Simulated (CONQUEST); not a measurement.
A self-consistent single point of FeSi (P2_12_12_1, 8 atoms in the cell; from Materials Project mp-871, changed as shown).

```
CELL_PARAMETERS angstrom
      4.40221     0.00000     0.00000
      0.00000     4.31417     0.00000
      0.00000     0.00000     4.40221
ATOMIC_POSITIONS crystal
  Fe 0.86309 0.63691 0.36309
  Fe 0.63691 0.36309 0.86309
  Fe 0.36309 0.86309 0.63691
  Fe 0.13691 0.13691 0.13691
  Si 0.15870 0.34130 0.65870
  Si 0.34130 0.65870 0.15870
  Si 0.65870 0.15870 0.34130
  Si 0.84130 0.84130 0.84130
```

Level of theory: CONQUEST 1.3 with PBE, numerical atomic orbitals double-zeta with polarisation (the shipped basis), PseudoDojo norm-conserving potentials made for PBE.

CONQUEST settings:

| setting | value |
|---|---|
| basis | DZP |
| Diag.MPMeshX, Y, Z | 3 3 3 |
| potentials | PseudoDojo norm-conserving PBE |
| Grid.GridCutoff | 140 Ha |
| DM.SolutionMethod | diagon |
| Diag.kT | 0.003675 Ha |
| Diag.GammaCentred | true |
| minE.SCTolerance | 1.0e-07 |
| SC.MaxIters | 100 |
| SC.LinearMixingFactor | 0.5 |
| SC.KerkerPreCondition | true |
| SC.KerkerFactor | 0.1 1/bohr |
| AtomMove.TypeOfRun | static |

Results:

- Number of valence electrons: 80
- Number of bands: 128
- Number of k-points after the program's reduction: 14
- Size of the basis: 128
- Number of SCF iterations: 10
- FFT grid: 48 × 48 × 48
- Free energy E − TS: -14104.7214 eV
- Pressure: 18.12 GPa
- Largest force (vector length): 0.254 eV/Å

Forces (eV/Å):
| atom | Fx | Fy | Fz |
|---|---|---|---|
| Fe1 | -0.105 | 0.223 | -0.062 |
| Fe2 | 0.105 | -0.223 | -0.062 |
| Fe3 | -0.105 | -0.223 | 0.062 |
| Fe4 | 0.105 | 0.223 | 0.062 |
| Si5 | -0.107 | 0.130 | -0.036 |
| Si6 | 0.107 | -0.130 | -0.036 |
| Si7 | -0.107 | -0.130 | 0.036 |
| Si8 | 0.107 | 0.130 | 0.036 |

For comparison: a first run was changed to give this one (lattice vector b scaled by 0.98), and from it to this one the free energy goes up by 22.8 meV/atom, the pressure goes from 12.22 to 18.12 GPa and the largest force goes from 0.137 to 0.254 eV/Å.

The program uses no crystal symmetry, so grid and mesh can part values that symmetry would make equal. The atom-centred basis is finite, which shifts total energies, pressures and forces against plane waves. The run has no spin polarisation, so moments on Fe cannot form. The structure comes from a collection of computed structures, made at another level of theory; the collection holds predicted forms beside known ones. No clean gap shows at this smearing width and mesh (spacing up to 0.49 Å⁻¹); the mesh is coarse for partly filled bands, so the values carry mesh errors.

Cost on one core: around 70 core-seconds (rough).
